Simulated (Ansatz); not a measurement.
TaO₂:
```yaml
crystal:
  lattice:
    - [4.91434, 0.00000, 0.00000]
    - [0.00000, 4.91434, 0.00000]
    - [0.00000, 0.00000, 2.83199]
  atoms:
    - { symbol: Ta, position: [0.00000, 0.00000, 0.50000] }
    - { symbol: Ta, position: [0.50000, 0.50000, 0.00000] }
    - { symbol: O, position: [0.71338, 0.28662, 0.50000] }
    - { symbol: O, position: [0.28662, 0.71338, 0.50000] }
    - { symbol: O, position: [0.21338, 0.21338, 0.00000] }
    - { symbol: O, position: [0.78662, 0.78662, 0.00000] }
```

Relaxed with LDA.

Which orbitals make up the states near the Fermi level in DFT-LDA in the program Ansatz with PAW potentials?

Within 0.5 eV of the Fermi level: Ta 5d 83 %, O 2p 14 %. Projections are on Löwdin-orthogonalised atomic valence shells; empty p or d shells of many metals are not among them.

Tabulate the density of states.

States/eV per cell of 6 atoms, in 0.25 eV bins, energy from the Fermi level.

| E (eV) | total | O 2p | Ta 5d | Ta 6s |
|---|---|---|---|---|
| -7.85 | 3.43 | 2.36 | 0.92 | 0.06 |
| -7.60 | 4.25 | 2.99 | 1.08 | 0.05 |
| -7.35 | 4.56 | 3.29 | 1.06 | 0.06 |
| -7.10 | 3.25 | 2.41 | 0.66 | 0.06 |
| -6.85 | 4.03 | 3.01 | 0.79 | 0.08 |
| -6.60 | 4.41 | 3.37 | 0.82 | 0.06 |
| -6.35 | 4.23 | 3.30 | 0.72 | 0.04 |
| -6.10 | 4.03 | 3.17 | 0.69 | 0.04 |
| -5.85 | 4.62 | 3.78 | 0.65 | 0.03 |
| -5.60 | 5.57 | 4.73 | 0.61 | 0.03 |
| -5.35 | 5.97 | 5.14 | 0.61 | 0.03 |
| -5.10 | 5.92 | 5.12 | 0.63 | 0.02 |
| -4.85 | 4.75 | 4.18 | 0.47 | 0.01 |
| -4.60 | 5.48 | 4.99 | 0.38 | 0.01 |
| -4.35 | 5.68 | 5.31 | 0.28 | 0.01 |
| -4.10 | 4.15 | 3.98 | 0.11 | 0.00 |
| -3.85 | 1.69 | 1.64 | 0.03 | 0.00 |
| -3.60 | 0.87 | 0.85 | 0.01 | 0.00 |
| -3.35 | 0.27 | 0.27 | 0.00 | 0.00 |
| -3.10 | 0.00 | 0.00 | 0.00 | 0.00 |
| -2.85 | 0.00 | 0.00 | 0.00 | 0.00 |
| -2.60 | 0.00 | 0.00 | 0.00 | 0.00 |
| -2.35 | 0.00 | 0.00 | 0.00 | 0.00 |
| -2.10 | 0.00 | 0.00 | 0.00 | 0.00 |
| -1.85 | 0.00 | 0.00 | 0.00 | 0.00 |
| -1.60 | 0.30 | 0.04 | 0.25 | 0.01 |
| -1.35 | 0.65 | 0.10 | 0.53 | 0.01 |
| -1.10 | 0.85 | 0.15 | 0.68 | 0.01 |
| -0.85 | 1.35 | 0.27 | 1.04 | 0.01 |
| -0.60 | 1.23 | 0.23 | 0.96 | 0.01 |
| -0.35 | 1.58 | 0.24 | 1.30 | 0.01 |
| -0.10 | 2.28 | 0.32 | 1.90 | 0.02 |
| 0.15 | 2.79 | 0.37 | 2.34 | 0.02 |
| 0.40 | 2.74 | 0.41 | 2.25 | 0.02 |
| 0.65 | 2.47 | 0.39 | 2.00 | 0.02 |
| 0.90 | 1.60 | 0.26 | 1.29 | 0.01 |
| 1.15 | 1.64 | 0.26 | 1.31 | 0.01 |
| 1.40 | 2.95 | 0.50 | 2.34 | 0.03 |
| 1.65 | 3.87 | 0.63 | 3.12 | 0.03 |
| 1.90 | 3.85 | 0.59 | 3.14 | 0.04 |
| 2.15 | 3.74 | 0.72 | 2.87 | 0.05 |
| 2.40 | 3.96 | 0.83 | 2.95 | 0.06 |
| 2.65 | 2.13 | 0.48 | 1.51 | 0.03 |
| 2.90 | 1.89 | 0.44 | 1.30 | 0.04 |
| 3.15 | 1.35 | 0.30 | 0.89 | 0.05 |
| 3.40 | 1.17 | 0.24 | 0.74 | 0.09 |
| 3.65 | 1.10 | 0.20 | 0.68 | 0.11 |
| 3.90 | 1.05 | 0.16 | 0.65 | 0.12 |
| 4.15 | 1.37 | 0.19 | 0.86 | 0.18 |
| 4.40 | 1.53 | 0.17 | 0.96 | 0.22 |
| 4.65 | 1.82 | 0.14 | 0.83 | 0.39 |

Space group P4_2/mnm (rutile). The first step of the workflow began from a Materials Project structure, measured or hypothetical; the Crystallography Open Database copy checked does not list it. Its standing as an ambient phase is unchecked. The cell was relaxed with LDA under the symmetry of its start; whether a distortion lowers the energy is not shown. No spin polarisation was allowed. Spin–orbit coupling is left out wherever it is not named.

Potentials: the later of the program's two PAW sets.
